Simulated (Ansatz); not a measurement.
The start is a generated trial cell of BaS3 in the AFLOW prototype A3B_hP8_194_h_c (D0_19, as in Ni3Sn). Cell shape, volume and atoms are optimised at zero target pressure with PBE (plane waves to 420 eV, PAW, scalar-relativistic; Ansatz, an electronic-structure program). The first steps use a coarse 4×4×5 k-mesh.

Input geometry:
```yaml
crystal:
  lattice:
    - [6.73167, 0.00000, 0.00000]
    - [-3.36584, 5.82980, 0.00000]
    - [0.00000, 0.00000, 5.39932]
  atoms:
    - { symbol: S, position: [0.83920, 0.67840, 0.25000] }
    - { symbol: S, position: [0.16080, 0.83920, 0.75000] }
    - { symbol: S, position: [0.32160, 0.16080, 0.25000] }
    - { symbol: S, position: [0.16080, 0.32160, 0.75000] }
    - { symbol: S, position: [0.83920, 0.16080, 0.25000] }
    - { symbol: S, position: [0.67840, 0.83920, 0.75000] }
    - { symbol: Ba, position: [0.33333, 0.66667, 0.25000] }
    - { symbol: Ba, position: [0.66667, 0.33333, 0.75000] }
```

- Initial pressure = -5 GPa (negative: the cell is under tension)
- Outcome = The space group stays P6₃/mmc (No. 194) (the run could not lower it); the end is AFLOW prototype A3B_hP8_194_h_c (D0_19, as in Ni3Sn), with 8 atoms in the primitive cell
- Energy released = 0.33 eV/atom
- Volume change = +0.4 %, from 26.49 to 26.59 Å³/atom
- Shortest distances (start → end) = The closest pairs of elements (up to four, under 3.6 Å), start → end: S–S 3.25 → 2.39 Å; Ba–S 3.37 → 3.19 Å
- Band gap at the end = no gap (metallic)
- Optimiser moves = 12

It ends as:

Space group P6₃/mmc (No. 194); a = 6.3105 Å, b = 6.3105 Å, c = 6.1691 Å, α = 90.00°, β = 90.00°, γ = 120.00°

| atom | site | symmetry | x | y | z |
|---|---|---|---|---|---|
| S | 6h | mm2 | 0.4141 | 0.2071 | 0.2500 |
| Ba | 2c | -6m2 | 0.3333 | 0.6667 | 0.2500 |

Final values are on a 9×9×8 k-mesh of the relaxed cell. No spin polarisation in the result.

The run could not lose the symmetry of its start, so the end can be a saddle point.

The relaxed structure here is a generated cell of BaS3: the first start was made by placing the elements on the sites of a structure type, and the end was not matched to a known phase here, so it may be hypothetical. Known forms of BaS3 include space group No. 113.
